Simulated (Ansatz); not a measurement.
## A plane-wave run on K$_{2}$Na

Input file of Ansatz 0.2.0:

```yaml
crystal:
  lattice:
    - [3.399919, 5.88289, 0.0]
    - [3.399919, -5.88289, 0.0]
    - [0.0, 0.0, -7.170739]
  atoms:
    - { symbol: K, position: [0.6667, 0.3333, 0.75] }
    - { symbol: K, position: [0.3333, 0.6667, 0.25] }
    - { symbol: Na, position: [0.3333, 0.6667, 0.75] }
    - { symbol: Na, position: [0.6667, 0.3333, 0.25] }
    - { symbol: K, position: [0.0, 0.0, 0.0] }
    - { symbol: K, position: [0.0, 0.0, 0.5] }
  symmetry: { tolerance: 0.0003 }
kpoints:
  mp_grid: { grid: [6, 6, 5], shift: [0, 0, 0] }
  band_path:
    path:
      - [0.0, 0.0, 0.0]
      - [0.5, -0.5, 0.0]
      - [0.66649823, -0.33350177, 0.0]
      - [0.33350177, 0.33350177, 0.0]
      - [0.0, 0.0, 0.0]
      - [0.0, 0.0, -0.5]
      - [0.33350177, 0.33350177, -0.5]
      - [0.66649823, -0.33350177, -0.5]
      - [0.5, -0.5, -0.5]
      - [0.5, -0.5, 0.0]
      - [0.0, 0.0, 0.0]
    npoints: 6
magnetization:
  spin_polarized: false
scf:
  occupations: { method: fermi_dirac }
  lower_state_search: "off"
  max_iter: 200
hamiltonian:
  pseudopotentials: { kind: paw }
  xc: r2scan
basis:
  ecutwfc: 500
  fft_grid_basis: typed
output:
  forces: true
  stress: true
  eigenvalues: true
  bader: true
  populations: true
  elf: true
  write_potential: true
  volumetric_format: npy
  dos:
    e_range: [-12, 8]
    de: 0.05
    projected: { site_lists: { K: [K], Na: [Na] } }
checkpoint:
  read: saved_state
```

The run starts from an earlier solution of this cell. 

Excerpt of what it printed:

```
Pseudopotentials: kind: paw
Pseudopotential: K, paw, valence charge 9, recommended cutoff 500 eV (meta_gga), K.paw.azcp
Pseudopotential: Na, paw, valence charge 9, recommended cutoff 500 eV (meta_gga), Na.paw.azcp
Functional definition: r2SCAN
  exchange = r2scan_x(k0 = k0, k1 = k1, a1 = a1)
  correlation = r2scan_c
Crystal: 6 atoms, lattice volume = 286.849 Å³
Basis set: ecut = 500 eV, 7239 PW (Γ), exchange–correlation on 200×200×216 points (64 copies of the dense FFT grid, shifted against one another)
Bands: 33, of which v1, the nominal top of the filled ones, is band 27 counted from 1 (26 counted from 0)
Symmetry: 8 space group operations
Space group: Cmcm (ITA 63), of the structure as read, at distance tolerance 2.0e-3 Å
k-points: 39 of 180
Initial density: read from a saved state, or passed on in memory by an earlier SCF of this step, an earlier step, the calling program or the single point that the run made first
Functional: x = r2scan, c = r2scan; τ floored in thin density (d = 2e-4 eV/Å³)
SCF iter   1: F=-9146.5278 eV  Δρ=6.10e-4  dr2=6.42e-4  dr2_τ=3.37e-4
SCF iter   2: F=-9146.5293 eV  Δρ=3.35e-4  dr2=2.93e-4  dr2_τ=8.44e-5
SCF iter   3: F=-9146.5294 eV  Δρ=9.67e-5  dr2=8.71e-5  dr2_τ=3.64e-6
SCF iter   4: F=-9146.5294 eV  Δρ=4.33e-5  dr2=7.72e-6  dr2_τ=8.82e-7
SCF iter   5: F=-9146.5294 eV  Δρ=1.38e-5  dr2=1.14e-6  dr2_τ=4.51e-8
SCF iter   6: F=-9146.5294 eV  Δρ=6.48e-6  dr2=3.25e-7  dr2_τ=1.16e-8
SCF iter   7: F=-9146.5294 eV  Δρ=1.96e-6  dr2=2.42e-8  dr2_τ=1.44e-9
Free energy (F): -9146.5294 eV
Harris-Foulkes:  -9146.5294 eV  (|F-HF|=5.92e-9)
Internal energy: -9146.4116 eV  (E = F + TS)
E sigma→0 (E₀):  -9146.4705 eV
Entropy (-TS):   -0.1179 eV (-19.642 meV/atom)
Fermi energy:    2.9490 eV
--- Per-component energies (eV) ---
  E_band       = -1038.0823
  E_kinetic    = 1253.5871
  E_local      = -5663.7299  (includes V_loc(G=0)·N_el)
  E_nonlocal   = 283.7995
  E_hartree    = 2043.8798
  E_xc         = -602.7068
  E_vxc        = -846.1705  (∫ρ·V_xc dr)
  E_paw        = -3687.4581  (= ΣΔE_a)
  E_vpaw       = -207.1118  (= ΣTr[D̂ρ^β])
  E_aug_tail   =  0.0000  (compensation charges beyond the density's cutoff)
  E_vtau       = 53.7851  (kinetic-family band-sum trace: ∫τ·v_τ [+ j·A + Jᵃ·Aᵃ] dr)
  E_ewald      = -2772.9459
  E_core_change = -0.8373  (= ΣΔE_core)
  E_smearing   = -0.1179  (= −TS)
--- Stress (GPa, compression-positive) ---
        1.2385       0.0000       0.0000
        0.0000       1.2468       0.0000
        0.0000       0.0000       2.9470
  P = ⅓ Tr σ = 1.8107 GPa (18.107 kbar)
--- Löwdin populations: 6 sites ---
  site symbol       q [e]
     0      K      8.8727
     1      K      8.8727
     2     Na      9.1353
     3     Na      9.1353
     4      K      8.8561
     5      K      8.8561
  spilling = 0.0050 (of n_electrons = 54.0000)
```

Origin: a known structure type with other elements, at an estimated volume, so it need not be a known compound.
